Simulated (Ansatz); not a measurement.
**Ca: how the free axis answers a strain**

Ca, Fm-3m, a = 5.453 Å. Ansatz: PBEsol, PAW, 420 eV, Γ-centred 12×12×8 mesh on 2 atoms, Gaussian smearing 0.10 eV; no spin polarisation. Series: biaxial strain in the a-b plane, c and atoms relaxed; x is the strain in per cent. The axes a, b, c are those of the computed cell (3.856, 3.858, 5.448 Å), along [1 -1 0], [1 1 0], [0 0 1] of the cell named above. y is the change of c in per cent of 5.448 Å.

```
x (%) y (%)
 -4.5   5.60
 -3.0   3.87
 -1.5   1.93
  0.0   0.00
  1.5  -2.30
  3.0      ?
  4.5  -7.10
```

Fit y = c1 x + c2 x² to the other rows, say what c1 measures, and predict the missing y.

Least squares on the rows shown. y = −1.410 x − 0.03779 x². With no stress along c, c1 = −2C12/C11 = -1.410. At −2 the volume would not change at all; a value this near to it means that the crystal resists a change of volume much more than one of shape. At x = 3.0 the fit asked for gives -4.57 %. The run gave -4.66 %, so the fit is 0.09 % too high, within twice the rms miss on the fitted rows (0.06 %).